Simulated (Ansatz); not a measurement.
Molecular dynamics on a 2×2×1 supercell (16 atoms) of PbO (P4/nmm), relaxed with r2SCAN+rVV10. Forces come from PBE in Ansatz: a Nosé-Hoover thermostat at fixed volume, 200 K, steps of 3 fs. Computed, non-magnetic; the trajectory is short and the cell small, so nothing here is a converged average.

```yaml
crystal:
  lattice:
    - [7.960807811, 0.0, 0.0]
    - [0.0, 7.960807811, 0.0]
    - [0.0, 0.0, 5.0009130008]
  atoms:
    - { symbol: Pb, position: [0.0, 0.25, 0.2366325598] }
    - { symbol: Pb, position: [0.25, 0.0, 0.7633674402] }
    - { symbol: O, position: [0.0, 0.0, 0.0] }
    - { symbol: O, position: [0.25, 0.25, 0.0] }
    - { symbol: Pb, position: [0.0, 0.75, 0.2366325598] }
    - { symbol: Pb, position: [0.25, 0.5, 0.7633674402] }
    - { symbol: O, position: [0.0, 0.5, 0.0] }
    - { symbol: O, position: [0.25, 0.75, 0.0] }
    - { symbol: Pb, position: [0.5, 0.25, 0.2366325598] }
    - { symbol: Pb, position: [0.75, 0.0, 0.7633674402] }
    - { symbol: O, position: [0.5, 0.0, 0.0] }
    - { symbol: O, position: [0.75, 0.25, 0.0] }
    - { symbol: Pb, position: [0.5, 0.75, 0.2366325598] }
    - { symbol: Pb, position: [0.75, 0.5, 0.7633674402] }
    - { symbol: O, position: [0.5, 0.5, 0.0] }
    - { symbol: O, position: [0.75, 0.75, 0.0] }
kpoints:
  mp_grid: { grid: [2, 2, 4] }
hamiltonian:
  xc: pbe
scf:
  occupations: { method: fermi_dirac, width: 0.02 }
md:
  ensemble: nvt_nose_hoover
  temperature: 200
  timestep: 3.0
  n_steps: 30
  initial_velocities: maxwell_boltzmann
  seed: 8292
```

Run as `ansatz run input.yaml --threads 4 --pin off --max-ram 3686MiB --backend cpu --events-out ev --progress --plain --runs-dir out`.

Q: It ran on 4 threads of Arm Neoverse V2 (shared host), load about 1.0 per core. About how long did it take, and how much host memory at the peak?

A: About 3.2 min, with a peak of 1.1 GiB.

Q: How do temperature and energy develop?

A: The temperature starts at 200 K, is lowest at step 7 (73 K, 21 fs) and ends at 99 K. The thermostat hasn't had time to restore it. The atoms start on their lattice sites with kinetic energy alone, so much of it first passes into potential energy. By the last step the atoms have moved 0.09 Å in the root mean square, the drift of the whole cell taken out, 0.15 Å at most.
```csv
step,t (fs),T (K),free energy F from step 0 (meV/atom),kinetic energy (meV/atom),largest force (eV/Å)
0,0,200,0.0,24.2,0.35
1,3,193,0.8,23.4,0.44
2,6,176,2.9,21.3,0.52
3,9,152,5.9,18.4,0.65
4,12,124,9.3,15.1,0.80
5,15,100,12.3,12.1,0.91
6,18,82,14.6,9.9,0.96
7,21,73,15.6,8.9,0.97
8,24,75,15.4,9.1,0.92
9,27,86,14.1,10.4,0.90
10,30,102,12.2,12.4,0.88
11,33,120,10.1,14.5,0.85
12,36,134,8.5,16.3,0.81
13,39,143,7.6,17.3,0.77
14,42,144,7.7,17.4,0.81
15,45,138,8.6,16.7,0.93
16,48,128,10.0,15.5,1.02
17,51,117,11.5,14.2,1.08
18,54,109,12.7,13.2,1.10
19,57,106,13.3,12.8,1.08
20,60,108,13.2,13.0,1.02
21,63,113,12.7,13.7,0.92
22,66,121,12.0,14.6,0.80
23,69,127,11.5,15.4,0.78
24,72,130,11.4,15.7,0.80
25,75,128,11.9,15.5,0.81
26,78,122,12.9,14.8,0.81
27,81,115,14.1,13.9,0.86
28,84,107,15.4,12.9,0.97
29,87,101,16.3,12.2,1.02
30,90,99,16.9,11.9,1.01
```

Positions (Å) and forces (eV/Å) at step 30:
```
Pb  -0.029   2.015   1.239     0.341  -0.297  -0.547
Pb   1.976  -0.076   3.826     0.522   0.418   0.275
O    0.038  -0.018  -0.016    -0.173   0.250   0.200
O    2.100   1.996   0.023    -0.800  -0.108  -0.214
Pb  -0.005   5.955   1.283     0.142   0.332  -0.574
Pb   1.937   3.968   3.776     0.422  -0.075  -0.112
O    0.119   4.030   0.059    -0.832  -0.526   0.236
O    2.023   5.939   0.025    -0.185   0.182   0.083
Pb   3.983   2.107   1.196     0.204  -0.532   0.050
Pb   5.974   0.008   3.739    -0.149  -0.074   0.825
O    4.063  -0.008   0.117    -0.199  -0.077  -0.345
O    5.982   1.974  -0.011     0.265   0.474  -0.144
Pb   3.993   5.905   1.179     0.228   0.408   0.074
Pb   6.017   3.997   3.763     0.011   0.009   0.320
O    3.975   4.021  -0.135     0.432  -0.077  -0.093
O    6.061   5.982  -0.022    -0.227  -0.308  -0.033
```
